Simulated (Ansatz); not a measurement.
A trial cell of La3LuO2 went into the relaxation workflow.

A trial structure of La3LuO2 was built thus: random cell by space group and Wyckoff sites (P6/mmm, No. 191). Its size is a rough estimate.

```
CELL_PARAMETERS angstrom
4.68369 0.00000 0.00000
-2.34185 4.05619 0.00000
0.00000 0.00000 8.39482
ATOMIC_POSITIONS crystal
La 0.33333 0.66667 0.50000
La 0.66667 0.33333 0.50000
La 0.00000 0.00000 0.50000
Lu 0.00000 0.00000 0.00000
O 0.00000 0.00000 0.21142
O 0.00000 0.00000 0.78858
```

Computed with Ansatz, DFT PBE, scalar-relativistic, plane waves, PAW.

Input of the final relaxation:

```yaml
crystal:
  lattice:
    - [6.2659351395, 0.0, 0.0]
    - [-3.1329675697, 5.4264590092, 0.0]
    - [0.0, 0.0, 8.4904617758]
  atoms:
    - { symbol: La, position: [0.3333333333, 0.6666666667, 0.5] }
    - { symbol: La, position: [0.6666666667, 0.3333333333, 0.5] }
    - { symbol: La, position: [0.0, 0.0, 0.5] }
    - { symbol: Lu, position: [0.0, 0.0, 0.0] }
    - { symbol: O, position: [0.0, 0.0, 0.2402912579] }
    - { symbol: O, position: [0.0, 0.0, 0.7597087421] }
basis:
  ecutwfc: 420
kpoints:
  mp_grid: { grid: [6, 6, 6] }
hamiltonian:
  xc: pbe
scf:
  occupations: { method: gaussian, width: 0.1 }
output:
  forces: true
  stress: true
  eigenvalues: true
  write_density: true
  write_potential: true
  elf: true
  volumetric_format: npy
relax:
  adjacent_minimum: "off"
  f_tol: 0.01
  max_steps: 80
  cell: { stress_tol: 0.05 }
```

```bash
ansatz run input.yaml --threads 1 --pin off --max-ram 2560MiB --backend cpu --events-out ev --progress --plain --runs-dir out
```

Last lines of the log:

```
SCF iter   5: F=—  HF=-34616.496219 eV  |F-HF|=—  |Δ(HF+E_count)|=   3.76e-8  Δρ=3.72e-6  dr2=3.19e-8  ethr=1.78e-10  ⟨swp⟩=3.0  Hψ=2580  notcnv=0
SCF iter   6: F=-34616.496219 eV  HF=-34616.496219 eV  |F-HF|=1.79e-9  |Δ(HF+E_count)|=   3.44e-8  Δρ=1.15e-6  dr2=4.30e-9  ethr=1.37e-11  ⟨swp⟩=18.0  Hψ=11695  notcnv=0
SCF 4 converged in 6 iterations: F = -34616.496219 eV  dr2 = 4.30e-9
relax step   4: F+E_penalty+E_count = -34616.49621945 eV  Δ(F+E_penalty+E_count) = -1.443e-4 eV  max|allowed force component| = 1.174e-3 eV/Å  Δτ_max = 0.0005 Å  P = +0.001 GPa  Ω = 296.227 Å³  energy of the carried Pulay correction = -4.226e-3 eV  (6 SCF iters, dr2 threshold 9.61e-9 eV, accepted)
Initial wavefunctions: pseudopotential atomic-orbital guess (no wavefunctions were taken with the density)
SCF iter   1: F=—  HF=-34616.499992 eV  |F-HF|=—  |Δ(HF+E_count)|=         —  Δρ=1.09e-4  dr2=4.68e-6  ethr=1.03e-6  ⟨swp⟩=5.5  Hψ=10193  notcnv=0
SCF iter   2: F=—  HF=-34616.501113 eV  |F-HF|=—  |Δ(HF+E_count)|=   1.12e-3  Δρ=4.51e-5  dr2=4.47e-6  ethr=6.68e-9  ⟨swp⟩=3.4  Hψ=2689  notcnv=0
SCF iter   3: F=—  HF=-34616.501109 eV  |F-HF|=—  |Δ(HF+E_count)|=   4.32e-6  Δρ=1.60e-5  dr2=7.02e-7  ethr=6.39e-9  ⟨swp⟩=2.0  Hψ=2118  notcnv=0
SCF iter   4: F=—  HF=-34616.501111 eV  |F-HF|=—  |Δ(HF+E_count)|=   2.20e-6  Δρ=5.15e-6  dr2=5.77e-8  ethr=1.00e-9  ⟨swp⟩=2.5  Hψ=2159  notcnv=0
SCF iter   5: F=—  HF=-34616.501111 eV  |F-HF|=—  |Δ(HF+E_count)|=   6.64e-7  Δρ=1.79e-6  dr2=1.29e-8  ethr=8.24e-11  ⟨swp⟩=2.4  Hψ=2187  notcnv=0
SCF iter   6: F=—  HF=-34616.501112 eV  |F-HF|=—  |Δ(HF+E_count)|=   5.92e-8  Δρ=7.54e-7  dr2=3.57e-9  ethr=1.84e-11  ⟨swp⟩=2.1  Hψ=1674  notcnv=0
SCF iter   7: F=—  HF=-34616.501112 eV  |F-HF|=—  |Δ(HF+E_count)|=   1.27e-8  Δρ=2.15e-7  dr2=3.06e-10  ethr=5.10e-12  ⟨swp⟩=2.0  Hψ=1886  notcnv=0
```

Q: Why is there no result?

A: The run was cut off at its time limit. It had made 4 ionic steps, with the energy down by 0.001 eV/atom and the largest force component at 0.001 eV/Å. The volume went from 48.1 to 49.4 Å³/atom. No property of the compound can be read from it.

Time: 6.3 min on 1 thread of AMD EPYC (Zen 3) (shared host), peak memory 0.7 GiB.
